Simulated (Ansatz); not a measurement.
## Cs2S3: reading a single point

```
Cs S
1.0
     3.93291    5.59685    0.00000
     3.93291   -5.59685    0.00000
     0.00000    0.00000   -8.12784
Cs S
4 6
Direct
  0.57350 0.42650 0.32560
  0.42650 0.57350 0.82560
  0.09870 0.90130 0.04520
  0.90130 0.09870 0.54520
  0.78950 0.21050 0.00000
  0.21050 0.78950 0.50000
  0.06440 0.39700 0.16510
  0.93560 0.60300 0.66510
  0.60300 0.93560 0.16510
  0.39700 0.06440 0.66510
```

The numbers come from plane-wave PAW DFT (Ansatz): r2SCAN, no spin polarisation, 500 eV, 4×4×3 Γ-centred k points, methfessel-paxton occupations (width 0.213 eV). Nothing was relaxed.

**Question.** Where is the largest force?

**Answer.** The largest is on S5 (and as large on other atoms): 2.47 eV/Å, components (0.00, 0.81, -2.33). It makes 52° with the line to a nearest neighbour, S7 at 2.31 Å.

**Question.** Is the cell too large or too small?

**Answer.** The pressure is -2.8 GPa (compression positive), so with the atoms held at these fractions the cell would first shrink; the forces are large, so a full relaxation may end otherwise. The principal stresses -4.9, -2.9, -0.7 GPa differ, so its shape would change too.

**Question.** What is the band gap?

**Answer.** The gap is 1.15 eV, indirect (the least direct gap found is 1.21 eV).

**Question.** Which orbitals make up the band edges?

**Answer.** Within 0.7 eV of the edges, the states project mainly on S p (95 %) below the gap and on S p (82 %) above it.

**Question.** How is the charge shared?

**Answer.** Bader charges in e: Cs +0.81, S -0.70 to -0.22. In the mean Cs gives up most and S takes most.

Origin: a known structure type with other elements, at an estimated volume, so it need not be a known compound. Caveats: atoms or cell far from equilibrium; wide smearing.
